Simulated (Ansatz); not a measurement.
Theory: DFT PBE, scalar-relativistic, plane waves, PAW in Ansatz. Settings: cutoff 420 eV, Γ-centred meshes spaced at most about 0.3 Å⁻¹, and about 0.25 Å⁻¹ or finer for metals (2π included), Gaussian smearing. No spin polarisation in the final relaxations.

All energies are static (0 K, no zero-point motion). All come from trial cells, and lower structures may exist.

**Question.** These unrelaxed guesses for Ge4Pd are each relaxed within their symmetry. Order them by the energy at which they end, lowest first.
A.

Space group P4/mmm (No. 123). a = 3.792 Å, b = 3.792 Å, c = 7.080 Å, α = 90.00°, β = 90.00°, γ = 90.00°
| atom | site | symmetry | x | y | z |
| --- | --- | --- | --- | --- | --- |
| Ge | 4i | 2mm. | 0.0000 | 0.5000 | 0.8519 |
| Pd | 1a | 4/mmm | 0.0000 | 0.0000 | 0.0000 |

B.

Space group P-3m1 (No. 164). a = 3.093 Å, b = 3.093 Å, c = 9.944 Å, α = 90.00°, β = 90.00°, γ = 120.00°
| atom | site | symmetry | x | y | z |
| --- | --- | --- | --- | --- | --- |
| Ge | 2d | 3m. | 0.3333 | 0.6667 | 0.8659 |
| Ge | 2d | 3m. | 0.3333 | 0.6667 | 0.3768 |
| Pd | 1a | -3m. | 0.0000 | 0.0000 | 0.0000 |

C.

Space group Cmmm (No. 65). a = 7.069 Å, b = 7.423 Å, c = 3.174 Å, α = 90.00°, β = 90.00°, γ = 90.00°
| atom | site | symmetry | x | y | z |
| --- | --- | --- | --- | --- | --- |
| Ge | 4j | m2m | 0.5000 | 0.6894 | 0.5000 |
| Ge | 4g | 2mm | 0.2852 | 0.0000 | 0.0000 |
| Pd | 2a | mmm | 0.0000 | 0.0000 | 0.0000 |

D.

Space group P6/mmm (No. 191). a = 3.893 Å, b = 3.893 Å, c = 7.797 Å, α = 90.00°, β = 90.00°, γ = 120.00°
| atom | site | symmetry | x | y | z |
| --- | --- | --- | --- | --- | --- |
| Ge | 2d | -6m2 | 0.3333 | 0.6667 | 0.5000 |
| Ge | 2c | -6m2 | 0.3333 | 0.6667 | 0.0000 |
| Pd | 1b | 6/mmm | 0.0000 | 0.0000 | 0.5000 |

**Answer.** A (ends in P4/mmm, 0 meV/atom), C (ends in Cmmm, 17 meV/atom), B (ends in P-3m1, 64 meV/atom), D (ends in P6/mmm, 113 meV/atom).

Cells relaxed within their symmetry can be saddle points. Some types were kept out of the candidates beforehand, so the set may lack a known form.
